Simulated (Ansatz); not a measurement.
ZrPbO₃ (cubic perovskite)

```yaml
crystal:
  lattice:
    - [4.14129, 0.00000, 0.00000]
    - [0.00000, 4.14129, 0.00000]
    - [0.00000, 0.00000, 4.14129]
  atoms:
    - { symbol: Zr, position: [0.00000, 0.00000, 0.00000] }
    - { symbol: Pb, position: [0.50000, 0.50000, 0.50000] }
    - { symbol: O, position: [0.50000, 0.00000, 0.00000] }
    - { symbol: O, position: [0.00000, 0.50000, 0.00000] }
    - { symbol: O, position: [0.00000, 0.00000, 0.50000] }
```

The slice is a {100} plane (indices of the conventional cell) through the point (0.500, 0.000, 0.000) (fractional), spanned by u = [100] and v = [010] in vectors of this cell: u (4.14 Å) and v (4.14 Å, at 90° to u). It covers one period; positions are fractions (u, v).

Computed with PBEsol (plane waves to 420 eV, PAW, scalar-relativistic; Ansatz, a program for electronic structure). k mesh 8×8×8. These are valence fields of a PAW run, semicore shells included where kept as valence: close to a nucleus they are smooth pseudo fields. Spin-orbit coupling is left out, though Pb is heavy. This is a high-temperature form of ZrPbO3. ZrPbO3 is run without spin polarisation. ZrPbO3 was relaxed with its symmetry unable to fall.

Problem. Around which element is the density of the highest valence band (whole band, smooth part) largest on this plane?

Solution. O. Mean over a disc round each atom, of radius 0.45 times the shortest bond: O 0.098, Zr 0.007 e/Å³.

Problem. What is the valence density on the shortest Zr–O line in this plane (2.07 Å), at its minimum between the atoms?

Solution. 0.70 e/Å³.

Problem. What is the ELF at the density minimum of the shortest Zr–O line in this plane (2.07 Å)?

Solution. 0.2.

Problem. Sketch the density of the highest valence band (whole band, smooth part) on this plane as a map.

Solution. 
| v \ u | 0.00 | 0.15 | 0.30 | 0.45 | 0.60 | 0.75 | 0.90 |
|---|---|---|---|---|---|---|---|
| 0.90 | 0.276 | 0.062 | 0.003 | 0.014 | 0.011 | 0.009 | 0.138 |
| 0.80 | 0.072 | 0.022 | 0.003 | 0.003 | 0.003 | 0.005 | 0.040 |
| 0.70 | 0.011 | 0.004 | 0.010 | 0.027 | 0.024 | 0.005 | 0.007 |
| 0.60 | 0.001 | 0.003 | 0.040 | 0.131 | 0.138 | 0.017 | 0.001 |
| 0.50 | 0.000 | 0.004 | 0.072 | 0.156 | 0.276 | 0.028 | 0.001 |
| 0.40 | 0.001 | 0.003 | 0.040 | 0.131 | 0.138 | 0.017 | 0.001 |
| 0.30 | 0.011 | 0.004 | 0.010 | 0.027 | 0.024 | 0.005 | 0.007 |
| 0.20 | 0.072 | 0.022 | 0.003 | 0.003 | 0.003 | 0.005 | 0.040 |
| 0.10 | 0.276 | 0.062 | 0.003 | 0.014 | 0.011 | 0.009 | 0.138 |
| 0.00 | 0.001 | 0.065 | 0.002 | 0.009 | 0.012 | 0.008 | 0.100 |

Values: density of the highest valence band (whole band, smooth part) in e/Å³.
